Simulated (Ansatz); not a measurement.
A geometry of TiFe away from equilibrium: step 11 of the relaxation of a generated cell, TiFe placed in the AFLOW prototype AB_hP2_187_d_a (B_h, as in WC). These are PBE (plane waves to 420 eV, PAW, scalar-relativistic; Ansatz, an electronic-structure program) values and carry that method's errors. Γ-centred k-mesh 12×12×11 on the run's cell (coarser than for final values), Fermi–Dirac smearing 0.05 eV.

```xyz
2
Lattice="2.9650 0.0000 0.0000 -1.4825 2.5678 0.0000 0.0000 0.0000 3.6043" Properties=species:S:1:pos:R:3:forces:R:3 pbc="T T T" free_energy=-6980.003 pressure_GPa=2.5
Ti     0.0000     0.0000     0.0000    0.0000    0.0000    0.0000
Fe     1.4825     0.8559     1.8021    0.0000    0.0000    0.0000
```

Positions in Å, forces in eV/Å, free energy of the cell in eV (comparable only within this code, potentials and settings). Largest force: all forces are below 0.005 eV/Å; the geometry lies 0.01 eV/atom above the end of its relaxation.

Spin-polarised start, with parallel moments on Fe.

Spin state reached: ferrimagnetic (net 0.37 μB/atom), from parallel starting moments; other spin orders were not run from this start.

The run could not lose the symmetry of its start, so the end can be a saddle point.

All atoms sit on sites fixed by symmetry, so only the cell could relax.

The end of the path is a generated cell of TiFe: the first start was made by placing the elements on the sites of a structure type, and the end was not matched to a known phase here, so it may be hypothetical. Known forms of TiFe include space group No. 221.
